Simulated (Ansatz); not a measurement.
Space group Pmmm (No. 47). a = 2.667 Å, b = 3.549 Å, c = 7.859 Å, α = 90.00°, β = 90.00°, γ = 90.00°
```csv
atom,site,symmetry,x,y,z
Al,1f,mmm,0.5000,0.5000,0.0000
Cu,2q,mm2,0.0000,0.0000,0.8295
Cu,2t,mm2,0.5000,0.5000,0.3363
Cu,1c,mmm,0.0000,0.0000,0.5000
```

Equation of state of this AlCu5 structure (not necessarily the ground state), with shape and atoms relaxed at each volume where symmetry leaves them free. It has no gap at any of these volumes. The calculation used Ansatz 0.2.0, DFT PBE, scalar-relativistic, plane waves, PAW.

Settings: cutoff 420 eV, Γ-centred mesh 14×10×6 on the computed 6-atom cell, Gaussian smearing of 0.10 eV; no spin polarisation.

| V (Å³/atom) | E − E(largest V) (meV/atom) | P (GPa) |
| --- | --- | --- |
| 10.911 | 52.09 | 23.15 |
| 11.283 | 7.21 | 15.77 |
| 11.655 | -21.97 | 9.57 |
| 12.027 | -37.96 | 4.37 |
| 12.399 | -42.87 | -0.01 |
| 12.771 | -38.46 | -3.67 |
| 13.143 | -26.26 | -6.75 |
| 13.639 | 0.00 | -10.07 |

Question: Fit a third-order Birch–Murnaghan equation, E = E0 + (9V0B0/16)·[(x − 1)³B0' + (x − 1)²(6 − 4x)] with x = (V0/V)^(2/3), to E(V).

Answer: V0 = 12.40 Å³/atom, B0 = 133 GPa, B0' = 4.8.

The cell was found from a structure generator's guess, not taken from experiment.
